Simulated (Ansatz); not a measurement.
What DFT gives for CaIrN3

```
N Ir Ca
1.0
     3.16951    0.00000    0.00000
     1.58475   -4.96589    0.00000
     0.00000    0.00000   -7.34983
N Ir Ca
6 2 2
Direct
  0.62960 0.74080 0.94470
  0.37040 0.25920 0.44470
  0.37040 0.25920 0.05530
  0.62960 0.74080 0.55530
  0.93310 0.13380 0.75000
  0.06690 0.86620 0.25000
  0.00000 0.00000 0.00000
  0.00000 0.00000 0.50000
  0.24980 0.50040 0.75000
  0.75020 0.49960 0.25000
```

Single point in Ansatz 0.2.0 with LDA, no spin polarisation. Cutoff 420 eV, PAW datasets, 9×9×4 Γ-centred k mesh, fermi-dirac filling (width 0.1 eV).

**Forces.** The largest is on N1 (and as large on other atoms): 1.46 eV/Å, components (0.00, -1.45, 0.15). It makes 54° with the line to a nearest neighbour, Ir7 at 2.08 Å.
**At the Fermi level.** It is a metal, with about 8.9 states/eV a cell as the mean within 0.25 eV of the Fermi level, mostly N p (66 %) and Ir d (28 %).
**Stress.** The pressure is -14.3 GPa (compression positive), so with the atoms held at these fractions the cell would first shrink; the forces are large, so a full relaxation may end otherwise. The principal stresses -17.1, -13.9, -12.0 GPa differ, so its shape would change too.
**Contacts.** N–Ir at 1.95 Å: least valence density 1.08 e/Å³ and ELF 0.34 there. Ca–N at 2.41 Å: least valence density 0.26 e/Å³ and ELF 0.10 there. Both are smooth PAW fields, read partly inside the augmentation spheres.
**Charges.** Bader charges in e: Ca +1.43, Ir +1.43, N -0.96. In the mean Ir gives up most and N takes most.

Origin: a known structure type with other elements, at an estimated volume, so it need not be a known compound. Caveats: many states at the Fermi level without spin polarisation, so a magnetic state may lie lower.
